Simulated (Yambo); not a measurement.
G0W0@PBEsol for SrGaSnH (space group P3m1, No. 156) in Yambo (3×3×2 mesh, 8 Ry block, plasmon pole, screening fixed), without a terminator:

```
bands N in G  gap A → K (eV)  shift of the valence edge (eV)
------------  --------------  ------------------------------
128                    0.971                          -0.224
218                    1.011                          -0.484
338                    1.024                          -0.590
```

### Question
Extrapolate both columns to infinite N with E(N) = E∞ + A/N, test the form, and compare with the terminator.

### Answer
From two points, E∞ = (N2 E2 − N1 E1)/(N2 − N1). The two largest N give 1.05 eV for the gap and -0.78 eV for the shift; the two smallest give 1.07 eV and -0.85 eV. For the gap the slopes A are -12 and -8.0 eV: the form isn't reached, and its limit is uncertain. For the shift the slopes A are 81 and 65 eV: the form isn't reached, and its limit is uncertain. With the Bruneval-Gonze terminator and 338 bands the run gives 1.03 eV and -0.67 eV, 0.02 eV and 0.12 eV from the extrapolated values: the terminator too is an estimate of the remainder. Block, mesh and the bands in W are held fixed. In the run with 338 bands and a 8 Ry block, which covers more k points, the smallest G0W0 gap is 0.97 eV, A → A.

The standard potentials for Ga, Sn keep a d shell in the valence without the s and p states of that shell. In tests on such compounds this moved G0W0 gaps by up to about 0.9 eV, so absolute quasiparticle energies here are unreliable; differences between settings are what counts.

Spin-orbit coupling is included.

Geometry relaxed with PBEsol; primitive cell a = 4.4285 Å, b = 4.4285 Å, c = 5.0012 Å, α = 90.00°, β = 90.00°, γ = 120.00°.

A shift is the quasiparticle energy of the state minus its PBEsol energy.
